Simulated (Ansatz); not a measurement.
CaO (rock salt)

```cif
data_Ca4O4
_chemical_formula_sum 'O4 Ca4'
_space_group_name_H-M_alt 'Fm-3m'
_space_group_IT_number 225
_space_group_name_Hall '-F 4 2 3'
_cell_length_a 4.76709
_cell_length_b 4.76709
_cell_length_c 4.76709
_cell_angle_alpha 90.000
_cell_angle_beta 90.000
_cell_angle_gamma 90.000
loop_
_atom_site_label
_atom_site_type_symbol
_atom_site_symmetry_multiplicity
_atom_site_Wyckoff_symbol
_atom_site_fract_x
_atom_site_fract_y
_atom_site_fract_z
_atom_site_occupancy
O1 O 4 a 0.00000 0.00000 0.00000 1
Ca1 Ca 4 b 0.50000 0.50000 0.50000 1
```
(The calculation used a cell of 2 atoms; values per cell refer to that cell.)

The volume is varied about the relaxed value V₀ at fixed cell shape. Symmetry pins the atoms to their sites.

Method: PBEsol (plane waves to 420 eV, PAW, scalar-relativistic; Ansatz, a program for electronic structure). k mesh 12×12×12 (Γ-centred), Fermi-Dirac smearing 0.05 eV. E stands for the smeared free energy. CaO was relaxed with its symmetry unable to fall. ΔE is measured from the relaxed starting cell.

### Question
What ΔE (eV/atom) does the calculation give at V/V₀ = 0.950, 0.960, 0.990, 1.010, 1.020, 1.030, 1.040, 1.060?

### Answer
| V/V₀ | ΔE (eV/atom) |
|---|---|
| 0.950 | 0.0134 |
| 0.960 | 0.0084 |
| 0.990 | 0.0005 |
| 1.010 | 0.0005 |
| 1.020 | 0.0019 |
| 1.030 | 0.0042 |
| 1.040 | 0.0073 |
| 1.060 | 0.0158 |

(Under strain, the slope of the energy per volume gives the stress and its curvature an elastic modulus.)
